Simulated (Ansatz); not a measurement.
A relaxed cell of Ga5Sb3As2 is given with its symmetry left out. The cell was found from a structure generator's guess, not taken from experiment.

Theory: DFT PBE, scalar-relativistic, plane waves, PAW (Ansatz 0.2.0). Cutoff 420 eV, Γ-centred mesh, Gaussian smearing, no spin polarisation.

```
Ga Sb As
1.0
    -2.13213    2.13213   15.07969
     2.13213   -2.13213   15.07969
     2.13213    2.13213  -15.07969
Ga Sb As
5 3 2
Cartesian
  0.0000 0.0000 18.2579
  0.0000 0.0000 5.9523
  0.0000 0.0000 24.2070
  0.0000 0.0000 11.9015
  0.0000 0.0000 0.0000
  2.1321 0.0000 7.5398
  2.1321 0.0000 13.4926
  2.1321 0.0000 1.5871
  0.0000 2.1321 10.5153
  0.0000 2.1321 4.5644
```

Energies over the elements count from the elements' standard structures at the same level, with no fitted energy shifts.

Q: Find its symmetry and describe it.

A: I-4m2 (No. 119), with Sb and As ordered on zinc blende sites. Conventional cell: a = 4.264 Å, c = 30.159 Å. Ga on a site of symmetry 2mm has 2 As at 2.54 Å and 2 Sb at 2.66 Å; around Ga on a second site of symmetry 2mm lie 2 As at 2.54 Å and 2 Sb at 2.66 Å; Sb on a site of symmetry -4m2 has 4 Ga at 2.66 Å; As is surrounded by 4 Ga at 2.54 Å; 2 more sites not described.

Q: What is its formation energy per atom?

A: −0.21 eV/atom. Whether it is stable depends on the other phases of the system, which aren't compared here.

Q: Is it a metal?

A: There is no gap on the 12×12×12 mesh, but valence and conduction bands meet within 0.015 eV, so at this level it has a zero gap rather than a metal's Fermi surface.

The last run used a 12×12×12 mesh for its 10-atom cell and Gaussian smearing of 0.10 eV. Spin–orbit coupling, which can matter for Sb, is left out. The zero gap may come from the functional, which often closes small gaps. The reference form of As is held partly by dispersion forces, which this level lacks. Symmetry constrained the relaxation, so the result can be a saddle point.
